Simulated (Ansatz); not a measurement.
HPbNO4 and the effect of the functional

```
CELL_PARAMETERS angstrom
4.27531 -0.00040 0.00636
-2.08399 5.20775 -0.04907
-2.12377 -1.86574 4.91491
ATOMIC_POSITIONS crystal
H 0.99073 0.03330 0.90994
Pb 0.50274 0.81989 0.14287
N 0.00838 0.47408 0.50265
O 0.99816 0.92741 0.02877
O 0.19467 0.73435 0.60852
O 0.81673 0.35882 0.24556
O 0.01381 0.33121 0.65217
```

The cell comes from a database or a generator and needn't be the stable form of this composition.

Kept alike: task single point; k mesh 4 × 3 × 3; occupations fermi-dirac, width 0.05 eV; no spin polarisation. Program: Ansatz, Ansatz PAW. Cutoffs run from 420 to 500 eV. The mesh is that of the run's cell of 7 atoms. No spin-orbit coupling.

| functional | pressure (GPa) |
| --- | --- |
| HSE03 | -3.82 |
| HSE06 | -3.93 |
| r2SCAN0 | -5.84 |

The k mesh is coarse, so the values aren't converged. Pressure is positive in compression, with a Pulay correction for the finite cutoff. All rows use potentials made for PBE.

What does the functional change here?

The pressure runs from -5.84 (r2SCAN0) to -3.82 GPa (HSE03). A positive pressure means that the functional's own cell is larger than the one given, a negative one that it is smaller.
